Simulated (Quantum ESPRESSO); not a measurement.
# Ge7: input and log of a self-consistent run

A calculation, not a measurement. The program is pw.x of Quantum ESPRESSO 7.5 (plane-wave density functional theory). The cell is made up: 7 atoms on a zincblende/diamond lattice with one site empty, with randomly drawn elements, strain and displacements, not relaxed. PseudoDojo standard norm-conserving files (v0.5 for PBE, v0.4.1 for LDA and PBEsol) set the functional; there is no spin polarisation, spin-orbit coupling or dispersion term, and the masses in the input are unused placeholders. A spin-polarised start on this cell or one of its family kept no moment.

Input:

```
&control calculation='scf', pseudo_dir='./dojo.nc.sr.pbe.v0_5.standard.upf', outdir='./o', disk_io='medium', tprnfor=.true., tstress=.true. /
&system ibrav=0, nat=7, ntyp=1, nbnd=59, ecutwfc=77.98206166, nosym=.true., tot_charge=0,
 occupations='smearing', smearing='fd', degauss=0.0073498644
/
&electrons conv_thr=7.350e-09, electron_maxstep=60, /
ATOMIC_SPECIES
Ge 1.0 Ge.upf
CELL_PARAMETERS angstrom
5.7727 0.0 0.0
0.0 5.7727 0.0
0.0 0.0 5.7727
ATOMIC_POSITIONS angstrom
Ge 0.0861 -0.0347 0.0049
Ge -0.0363 2.917 2.8996
Ge 2.9719 0.2098 2.9386
Ge 2.8297 2.8925 0.0707
Ge 1.457 1.4737 1.4857
Ge 1.5416 4.3693 4.393
Ge 4.2689 1.43 4.3719
K_POINTS automatic
6 6 6 1 1 1
```

The log is shortened where brackets say so; the opening notice, blank lines, dates and the lines on written files are dropped, and the path of the files is cut. It prints rydbergs, bohrs and kilobars, and counts compression as positive stress.

```
     Program PWSCF v.7.5
     Parallel version (MPI & OpenMP), running on       1 processor cores
     Number of MPI processes:                 1
     Threads/MPI process:                     1
     [start-up lines left out]
     bravais-lattice index     =            0
     lattice parameter (alat)  =      10.9088  a.u.
     unit-cell volume          =    1298.1760 (a.u.)^3
     number of atoms/cell      =            7
     number of atomic types    =            1
     number of electrons       =        98.00
     number of Kohn-Sham states=           59
     kinetic-energy cutoff     =      77.9821  Ry
     charge density cutoff     =     311.9282  Ry
     scf convergence threshold =      7.3E-09
     mixing beta               =       0.7000
     number of iterations used =            8  plain     mixing
     Exchange-correlation= PBE
                           (   1   4   3   4   0   0   0)
     [axes and pseudopotential details left out]
   Cartesian axes
     site n.     atom                  positions (alat units)
         1        Ge     tau(   1) = (   0.0149150  -0.0060111   0.0008488  )
         2        Ge     tau(   2) = (  -0.0062882   0.5053095   0.5022953  )
         3        Ge     tau(   3) = (   0.5148198   0.0363435   0.5090512  )
         4        Ge     tau(   4) = (   0.4901866   0.5010654   0.0122473  )
         5        Ge     tau(   5) = (   0.2523949   0.2552878   0.2573666  )
         6        Ge     tau(   6) = (   0.2670501   0.7568902   0.7609957  )
         7        Ge     tau(   7) = (   0.7394980   0.2477177   0.7573406  )
     number of k points=   108  Fermi-Dirac smearing, width (Ry)=  0.0073
     Number of k-points >= 100: set verbosity='high' to print them.
     Dense  grid:   120713 G-vectors     FFT dimensions: (  64,  64,  64)
     Estimated max dynamical RAM per process >     167.34 MB
     Initial potential from superposition of free atoms
     starting charge      97.9942, renormalised to      98.0000
     Starting wfcs are   63 randomized atomic wfcs
     total cpu time spent up to now is       67.7 secs
     per-process dynamical memory:    99.9 Mb
     Self-consistent Calculation
     iteration #  1     ecut=    77.98 Ry     beta= 0.70
     Davidson diagonalization with overlap
     ethr =  1.00E-02,  avg # of iterations =  3.0
     Threshold (ethr) on eigenvalues was too large:
     Diagonalizing with lowered threshold
     Davidson diagonalization with overlap
     ethr =  8.48E-05,  avg # of iterations =  7.8
     total cpu time spent up to now is      581.1 secs
     total energy              =   -1250.29670468 Ry
     estimated scf accuracy    <       0.09623820 Ry
     iteration #  2     ecut=    77.98 Ry     beta= 0.70
     Davidson diagonalization with overlap
     ethr =  9.82E-05,  avg # of iterations =  2.0
     total cpu time spent up to now is      774.4 secs
     total energy              =   -1250.30138413 Ry
     estimated scf accuracy    <       0.02414848 Ry
     iteration #  3     ecut=    77.98 Ry     beta= 0.70
     Davidson diagonalization with overlap
     ethr =  2.46E-05,  avg # of iterations =  2.0
     total cpu time spent up to now is     1009.3 secs
     total energy              =   -1250.30714107 Ry
     estimated scf accuracy    <       0.01202554 Ry
     iteration #  4     ecut=    77.98 Ry     beta= 0.70
     Davidson diagonalization with overlap
     ethr =  1.23E-05,  avg # of iterations =  2.0
     total cpu time spent up to now is     1213.7 secs
     total energy              =   -1250.30930406 Ry
     estimated scf accuracy    <       0.00294246 Ry
     iteration #  5     ecut=    77.98 Ry     beta= 0.70
     Davidson diagonalization with overlap
     ethr =  3.00E-06,  avg # of iterations =  2.9
     total cpu time spent up to now is     1403.2 secs
     total energy              =   -1250.30989270 Ry
     estimated scf accuracy    <       0.00007914 Ry
     iteration #  6     ecut=    77.98 Ry     beta= 0.70
     Davidson diagonalization with overlap
     ethr =  8.08E-08,  avg # of iterations =  3.4
     total cpu time spent up to now is     1619.1 secs
     total energy              =   -1250.30991075 Ry
     estimated scf accuracy    <       0.00000855 Ry
     iteration #  7     ecut=    77.98 Ry     beta= 0.70
     Davidson diagonalization with overlap
     ethr =  8.72E-09,  avg # of iterations =  2.6
     total cpu time spent up to now is     1844.2 secs
     total energy              =   -1250.30991246 Ry
     estimated scf accuracy    <       0.00000195 Ry
     iteration #  8     ecut=    77.98 Ry     beta= 0.70
     Davidson diagonalization with overlap
     ethr =  1.99E-09,  avg # of iterations =  2.0
     total cpu time spent up to now is     2008.8 secs
     total energy              =   -1250.30991287 Ry
     estimated scf accuracy    <       0.00000034 Ry
     iteration #  9     ecut=    77.98 Ry     beta= 0.70
     Davidson diagonalization with overlap
     ethr =  3.46E-10,  avg # of iterations =  2.0
     total cpu time spent up to now is     2185.5 secs
     total energy              =   -1250.30991295 Ry
     estimated scf accuracy    <       0.00000005 Ry
     iteration # 10     ecut=    77.98 Ry     beta= 0.70
     Davidson diagonalization with overlap
     ethr =  4.67E-11,  avg # of iterations =  3.1
     total cpu time spent up to now is     2379.4 secs
     total energy              =   -1250.30991296 Ry
     estimated scf accuracy    <       0.00000001 Ry
     iteration # 11     ecut=    77.98 Ry     beta= 0.70
     Davidson diagonalization with overlap
     ethr =  1.05E-11,  avg # of iterations =  2.0
     total cpu time spent up to now is     2544.7 secs
     End of self-consistent calculation
     Number of k-points >= 100: set verbosity='high' to print the bands.
     the Fermi energy is     7.0706 ev
!    total energy              =   -1250.30991296 Ry
     estimated scf accuracy    <          7.6E-10 Ry
     smearing contrib. (-TS)   =      -0.00564752 Ry
     internal energy E=F+TS    =   -1250.30426545 Ry
     The total energy is F=E-TS. E is the sum of the following terms:
     one-electron contribution =    -749.93013354 Ry
     hartree contribution      =     432.92446808 Ry
     xc contribution           =    -305.08583084 Ry
     ewald contribution        =    -628.21276915 Ry
     convergence has been achieved in  11 iterations
     Forces acting on atoms (cartesian axes, Ry/au):
     atom    1 type  1   force =    -0.02550213    0.01220829    0.01581085
     atom    2 type  1   force =     0.00032689    0.01595167    0.00476689
     atom    3 type  1   force =    -0.03970304   -0.06976777   -0.02942054
     atom    4 type  1   force =     0.03290584    0.00394805   -0.00073198
     atom    5 type  1   force =    -0.02108443   -0.00277426    0.00273704
     atom    6 type  1   force =    -0.00346302   -0.00082130   -0.03953261
     atom    7 type  1   force =     0.05651990    0.04125532    0.04637035
     Total force =     0.137175     Total SCF correction =     0.000234
     Computing stress (Cartesian axis) and pressure
          total   stress  (Ry/bohr**3)                   (kbar)     P=       -5.43
  -0.00004568   0.00001617   0.00004743           -6.72        2.38        6.98
   0.00001617  -0.00003121   0.00008408            2.38       -4.59       12.37
   0.00004743   0.00008408  -0.00003394            6.98       12.37       -4.99
     init_run     :     63.23s CPU     67.62s WALL (       1 calls)
     electrons    :   2328.83s CPU   2476.99s WALL (       1 calls)
     forces       :     17.95s CPU     18.19s WALL (       1 calls)
     stress       :     74.98s CPU     75.37s WALL (       1 calls)
     [timing details left out]
     PWSCF        :  41m25.71s CPU  44m 0.98s WALL
     JOB DONE.
```

In other units: free energy -17011.333 eV for the cell, pressure -0.54 GPa, largest force component 1.794 eV/Å. A rerun of a related cell, with the same atoms placed differently, at 1347 eV and a 8 x 8 x 8 mesh moved values by no more than 0.004 eV in energy, 0.02 GPa in stress and 0.003 eV/Å in force.